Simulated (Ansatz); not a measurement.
Rb2LiYBr6:
```
CELL_PARAMETERS angstrom
      0.00000     5.30124     5.30124
      5.30124     0.00000     5.30124
      5.30124     5.30124     0.00000
ATOMIC_POSITIONS crystal
  Rb 0.75000 0.75000 0.75000
  Rb 0.25000 0.25000 0.25000
  Li 0.50000 0.50000 0.50000
  Y  0.00000 0.00000 0.00000
  Br 0.74404 0.25596 0.25596
  Br 0.25596 0.74404 0.74404
  Br 0.25596 0.74404 0.25596
  Br 0.74404 0.25596 0.74404
  Br 0.25596 0.25596 0.74404
  Br 0.74404 0.74404 0.25596
```

Cartesian axes are those of the cell as given.

Q: Give the high-frequency dielectric tensor and the Born effective charge tensors of the independent atoms from DFPT, DFT-LDA in the program Ansatz with PAW potentials.

A: 
ε∞:
```
3.53  0.00  0.00
0.00  3.53  0.00
0.00  0.00  3.53
```
Z* of atom 1 (Rb), rows: field, columns: displacement, in e:
```
1.32  0.00  0.00
0.00  1.32  0.00
0.00  0.00  1.32
```
Z* of atom 3 (Li), rows: field, columns: displacement, in e:
```
1.45  0.00  0.00
0.00  1.45  0.00
0.00  0.00  1.45
```
Z* of atom 4 (Y), rows: field, columns: displacement, in e:
```
3.64  0.00  0.00
0.00  3.64  0.00
0.00  0.00  3.64
```
Z* of atom 5 (Br), rows: field, columns: displacement, in e:
```
-2.15   0.00   0.00
 0.00  -0.85   0.00
 0.00   0.00  -0.85
```

Space group Fm-3m. The first step of the workflow began from a Materials Project structure, measured or hypothetical; the Crystallography Open Database copy checked does not list it. Its standing as an ambient phase is unchecked. The LDA relaxation kept the symmetry of its start; phonons show weakly imaginary modes. The run is not spin-polarised. Spin–orbit coupling is left out wherever it is not named.

Potentials: the later of the program's two PAW sets.
